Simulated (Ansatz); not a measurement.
MoIr: computed property card

MoIr:
```xyz
2
Lattice="0.0000 2.5592 2.5592 2.5592 0.0000 2.5592 2.5592 2.5592 0.0000" Properties=species:S:1:pos:R:3 pbc="T T T"
Ir     0.0000     0.0000     0.0000
Mo     2.5592     2.5592     2.5592
```

Space group Fm-3m (No. 225), rock salt; conventional cell a = 5.1184 Å, b = 5.1184 Å, c = 5.1184 Å, α = 90.00°, β = 90.00°, γ = 90.00°.

Method: plane-wave PAW PBEsol (Ansatz code). Geometry: relaxed at this level of theory. Other levels are named where they apply.

### Cell and energy

```yaml
volume_per_atom: 16.76 Å³
density: 14.27 g/cm³
Formation energy from the elements (no fitted shifts): 0.83 eV/atom
```

### Electronic structure

```yaml
electronic_character: metallic (no gap)
Density of states at the Fermi level: 1.2 states/eV per atom (mean over ±0.08 eV)
Gap with spin–orbit coupling: none (metallic)
```

### Mechanics

```yaml
Bulk modulus (Birch–Murnaghan fit): 246 GPa
Pressure derivative B′: 4.5
Elastic constants (relaxed ions, GPa): C11 = 253, C12 = 244, C44 = -4.5
mechanical_stability: unstable (C has a negative eigenvalue)
```

### Phonons

```yaml
highest_zone_centre_frequency: 61 cm⁻¹
zone_centre_stability: no imaginary mode at Γ
```

The start of the workflow was typed in or built on a structure type; neither database checked (COD, Materials Project) lists it. COD files the formula under space group No. 51. Whether it is the stable phase at ambient conditions was not checked. The cell was relaxed with PBEsol under the symmetry of its start. No spin polarisation was allowed. Its formation energy is positive at this level, so the cell may be metastable or incomplete. As this level gives no gap, shear constants depend on the k-mesh and smearing (Fermi–Dirac, 0.1 eV here). As this level gives no gap, phonon frequencies hold no LO–TO term and depend on the k-mesh and smearing (Fermi–Dirac, 0.1 eV here). The references are the lowest solids computed at this level, not always the standard phases. Scalar-relativistic: spin–orbit coupling is off unless named, which matters more the heavier the elements.

Potentials: the earlier of the program's two PAW sets. The files were generated under PBE; for other functionals the program regenerates the frozen cores, and for LDA and PBEsol the local potential too.
